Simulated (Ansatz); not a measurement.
HfO₂:
Space group Fm-3m (No. 225); a = b = c = 5.058 Å, α = β = γ = 90.00°

| atom | site | symmetry | x | y | z |
|---|---|---|---|---|---|
| Hf | 4a | m-3m | 0.0000 | 0.0000 | 0.0000 |
| O | 8c | -43m | 0.2500 | 0.2500 | 0.2500 |
(The calculation used a cell of 3 atoms; values per cell refer to that cell.)

Relaxed with r²SCAN.

Question: Give the optical modes at the zone centre with their infrared and Raman activity from DFPT, plane-wave PAW r²SCAN (Ansatz code).

Answer: Transverse frequencies, without the LO–TO term; a row sums one degenerate level.

```csv
ω (cm⁻¹),degeneracy,IR ((D/Å)²/amu),Raman (Å⁴/amu),activity,symmetry
238,3,77.23,0,IR,T1u
593,3,0.00,41,Raman,T2g
```

Question: How high does the top mode go among those that the LO–TO term moves?

Answer: 634 cm⁻¹ for q along x.

This is a known high-temperature phase of the composition, computed here at zero pressure and temperature. The r²SCAN relaxation kept the symmetry of its start. At this level the phase is dynamically unstable (imaginary phonons). The run is not spin-polarised. Spin–orbit coupling is left out wherever it is not named.

Potentials: the later of the program's two PAW sets.
